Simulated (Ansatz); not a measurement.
Au:
```yaml
crystal:
  lattice:
    - [2.89428, 0.00000, 0.00000]
    - [-1.44714, 2.50652, 0.00000]
    - [0.00000, 0.00000, 4.79293]
  atoms:
    - { symbol: Au, position: [0.33333, 0.66667, 0.75000] }
    - { symbol: Au, position: [0.66667, 0.33333, 0.25000] }
```

Relaxed with r²SCAN+D4. Special points in fractions of this cell's reciprocal vectors: Γ (0.000, 0.000, 0.000); M (0.500, 0.000, 0.000); K (0.333, 0.333, 0.000); A (0.000, 0.000, 0.500); L (0.500, 0.000, 0.500); H (0.333, 0.333, 0.500).

### Question
List the band energies nearest the Fermi level at these points for the program Ansatz at the r²SCAN+D4 level (PAW).

### Answer
In eV from the Fermi level; about four levels below and three above (degenerate sets whole), none deeper than 8.9 eV; … stands for higher levels left out; points with the same levels are listed once.

```json
[
 {"k": "Γ", "below": "-3.85 -3.85 -2.42 -2.42 -0.82", "above": "2.83 15.19 …"},
 {"k": "M", "below": "-3.81 -2.15 -2.14 -1.94", "above": "0.35 1.50 6.09"},
 {"k": "K", "below": "-3.88 -2.64 -2.64 -2.53", "above": "2.31 2.31 3.97"},
 {"k": "A", "below": "-2.88 -2.88 -2.88 -2.88", "above": "11.30 11.30 …"},
 {"k": "L", "below": "-2.59 -2.59 -2.02 -2.02", "above": "0.59 0.59 3.98 3.98"},
 {"k": "H", "below": "-3.90 -3.90 -2.36 -2.36", "above": "4.35 4.35 4.73 4.73"}
]
```

Space group P6_3/mmc (hcp (Mg type)). The workflow started from an entry of the Crystallography Open Database (COD), which files this formula under 2 space groups. It is not the phase usual at ambient conditions (space group No. 225). The cell was relaxed with r²SCAN+D4 under the symmetry of its start; whether a distortion lowers the energy is not shown. The pairwise dispersion correction was not fitted to metals. Spin–orbit coupling is left out wherever it is not named.

Potentials: the later of the program's two PAW sets.
